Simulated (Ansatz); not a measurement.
Given:

Starting cell, Sb (A7 type, space group R-3m):

```
Sb
1.0
    2.16429     1.24956     3.78321
   -2.16429     1.24956     3.78321
    0.00000    -2.49911     3.78321
Sb
2
Direct
  0.23322   0.23322   0.23322
  0.76678   0.76678   0.76678
```

In this cell atom 1 (Sb, nearest neighbour Sb at 2.920 Å; its periodic images, 4.3 Å or more away, move with it) is moved by s along Cartesian [111], unit vector (0.577, 0.577, 0.577); all other atoms and the cell stay fixed.

Method: r2SCAN+rVV10 (plane waves to 500 eV, PAW, scalar-relativistic; Ansatz, a quantum-chemistry and plane-wave program). k mesh 11×11×11 (Γ-centred), Fermi-Dirac smearing 0.05 eV. Energies are smeared free energies. With partly filled bands, energies and forces of such displacements shift with the k mesh and the smearing. Sb was relaxed with its symmetry unable to fall. Spin-orbit coupling is left out, though Sb is heavy. The PAW data are Ansatz's earlier set. The zero of ΔE is the undisplaced structure.

The scan covers s from -0.580 to 0.580 Å in 11 points.

**Question.** Is the energy the same for displacements of ±0.580 Å, and if not, which side lies higher?

**Answer.** Not even: the negative side lies higher at ±0.580 Å. With its periodic images moving along, the atom's site symmetry in this cell is 3m.

**Question.** What is the energy change at s = 0.580 Å?

**Answer.** 160 meV/cell.

**Question.** What force acts on the atom along the line at s = -0.580 Å?

**Answer.** 4.19 eV/Å.

**Question.** What is the force constant k = d²E/ds² of this move at s = 0?

**Answer.** 3.35 eV/Å².

(A displaced cell: forces are minus the slopes of the energy, force constants its curvatures, and phonons follow from these.)
